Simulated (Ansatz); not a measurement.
**Structures of Na₂Ga: which is lowest?**

Plane-wave DFT in Ansatz with scalar-relativistic PAW potentials, cutoff 420 eV, Γ-centred meshes chosen by cell and gap, Gaussian smearing with energies taken to zero width. Every cell was relaxed (cell and atoms) in a run of its own, within the symmetry of its start. Functional: PBE.

Relaxed structures (starts from databases or built by putting these elements on another compound's sites):
A. I4_1/amd, 6 atoms in the computed cell, a = 3.267 Å, c = 30.990 Å; sites (symmetry × multiplicity) Na 2mm. × 8, Ga -4m2 × 4; start: built
B. Immm, 3 atoms in the computed cell, a = 3.101 Å, b = 5.039 Å, c = 9.751 Å; sites (symmetry × multiplicity) Na mm2 × 4, Ga mmm × 2; start: built

Rank them by energy. Could pressure change the order?

```csv
structure,group,E − E(lowest) (meV/atom),V (Å³/atom),gap on mesh (eV)
B,Immm,0.0,25.40,0.00
A,I4_1/amd,28.3,27.56,0.00
```

B is lowest, 28 meV/atom under A. The lowest is also the densest of these, so pressure wouldn't bring one of the others in at first order. Other structures may lie lower than all of these, and vibrations aren't counted.